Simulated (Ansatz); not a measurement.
HgSe (zinc blende): values from a third-order Birch-Murnaghan fit to a volume scan beside measured ones. Computed values: PBE (plane waves to 420 eV, PAW, scalar-relativistic; Ansatz, a quantum-chemistry and plane-wave program). At this level the bands of HgSe touch or barely overlap. HgSe was relaxed with its symmetry unable to fall. Spin-orbit coupling is left out, though Hg is heavy.

| quantity | reference | kind | PBE | difference |
|---|---|---|---|---|
| Lattice constant a (Å) | 6.085 | measured, room temperature or unstated | 6.260 | +2.9 % |
| Bulk modulus B₀ (GPa) | 50 | measured, room temperature or unstated | 42.5 | -15.1 % |

References as given in: Cardona, M., Kremer, R. K., Lauck, R. et al., (2009), arXiv:0908.2634; Cormac Toher, Corey Oses, Jose J. Plata et al., Physical Review Materials (2017), arXiv:1611.05714. Values not taken to low temperature hold thermal and zero-point shifts that a static calculation lacks, so small differences there are no errors of the method.

(A scan under strain: stresses follow from slopes of the energy per volume, elastic moduli from its curvatures.)
